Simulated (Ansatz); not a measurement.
## Harmonic thermodynamics of AlIn2As3

All numbers below come from DFT PBE, scalar-relativistic, plane waves, PAW (Ansatz). Cutoff 420 eV, 12×12×4 k-points (Γ-centred), Fermi-Dirac smearing of 0.15 eV. No spin polarisation. Phonons by linear response, acoustic sum rule imposed.

Equilibrium structure at this level:
```
Al In As
1.0
     4.26314    0.00000    0.00000
    -2.13157    3.69199    0.00000
     0.00000    0.00000   10.46381
Al In As
1 2 3
Direct
  0.00000 0.00000 0.00016
  0.33333 0.66667 0.67236
  0.66667 0.33333 0.32622
  0.00000 0.00000 0.76371
  0.33333 0.66667 0.41786
  0.66667 0.33333 0.06969
```

The structure comes from a generated guess, relaxed at this level; another structure or a mixture of phases may lie lower. In a metal, frequencies and elastic constants depend on the k mesh and the smearing, soft modes and shear constants most. The q mesh is coarse, so values between its points are rough.

Force constants from linear response on a 2×2×1 q mesh, interpolated to a fine mesh.

Phonon density of states, in bins of 5 cm⁻¹:
| bin centre (cm⁻¹) | share of modes (%) |
| --- | --- |
| -7.5 | 0.0 |
| -2.5 | 0.0 |
| 2.5 | 0.0 |
| 7.5 | 0.1 |
| 12.5 | 0.1 |
| 17.5 | 0.3 |
| 22.5 | 0.6 |
| 27.5 | 0.9 |
| 32.5 | 1.6 |
| 37.5 | 2.5 |
| 42.5 | 3.6 |
| 47.5 | 3.2 |
| 52.5 | 3.0 |
| 57.5 | 1.9 |
| 62.5 | 2.6 |
| 67.5 | 2.3 |
| 72.5 | 1.3 |
| 77.5 | 1.1 |
| 82.5 | 1.3 |
| 87.5 | 3.0 |
| 92.5 | 1.8 |
| 97.5 | 1.2 |
| 102.5 | 0.8 |
| 107.5 | 0.8 |
| 112.5 | 0.8 |
| 117.5 | 0.9 |
| 122.5 | 1.0 |
| 127.5 | 1.1 |
| 132.5 | 1.3 |
| 137.5 | 1.4 |
| 142.5 | 0.7 |
| 147.5 | 0.4 |
| 152.5 | 0.7 |
| 157.5 | 1.1 |
| 162.5 | 2.0 |
| 167.5 | 1.3 |
| 172.5 | 2.6 |
| 177.5 | 0.9 |
| 182.5 | 1.8 |
| 187.5 | 2.3 |
| 192.5 | 1.7 |
| 197.5 | 2.3 |
| 202.5 | 2.0 |
| 207.5 | 5.2 |
| 212.5 | 11.8 |
| 217.5 | 6.3 |
| 222.5 | 0.0 |
| 227.5 | 0.0 |
| 232.5 | 0.0 |
| 237.5 | 0.0 |
| 242.5 | 0.0 |
| 247.5 | 0.0 |
| 252.5 | 0.0 |
| 257.5 | 0.0 |
| 262.5 | 0.0 |
| 267.5 | 0.5 |
| 272.5 | 2.4 |
| 277.5 | 0.9 |
| 282.5 | 0.6 |
| 287.5 | 2.9 |
| 292.5 | 2.1 |
| 297.5 | 1.7 |
| 302.5 | 0.0 |
| 307.5 | 0.0 |
| 312.5 | 0.0 |
| 317.5 | 0.8 |
| 322.5 | 1.3 |
| 327.5 | 2.3 |
| 332.5 | 0.8 |
| 337.5 | 0.3 |

(1) How much zero-point energy does an atom carry?

(2) How large are the vibrational entropy and heat capacity at 300 K?

(3) Tabulate them against temperature.

Results:

(1) 30.4 meV.

(2) S = 4.42 k_B and C_V = 2.81 k_B per atom, 94 % of the Dulong–Petit value.

(3)
| T (K) | F_vib (meV/atom) | S (k_B/atom) | C_V (k_B/atom) |
| --- | --- | --- | --- |
| 100 | 24.0 | 1.71 | 1.91 |
| 200 | 1.9 | 3.31 | 2.62 |
| 300 | -31.6 | 4.42 | 2.81 |
| 400 | -73.4 | 5.24 | 2.89 |
| 500 | -121.4 | 5.89 | 2.93 |
| 600 | -174.6 | 6.42 | 2.95 |
| 700 | -231.9 | 6.88 | 2.96 |
| 800 | -293.0 | 7.28 | 2.97 |
| 900 | -357.2 | 7.63 | 2.98 |
| 1000 | -424.3 | 7.94 | 2.98 |
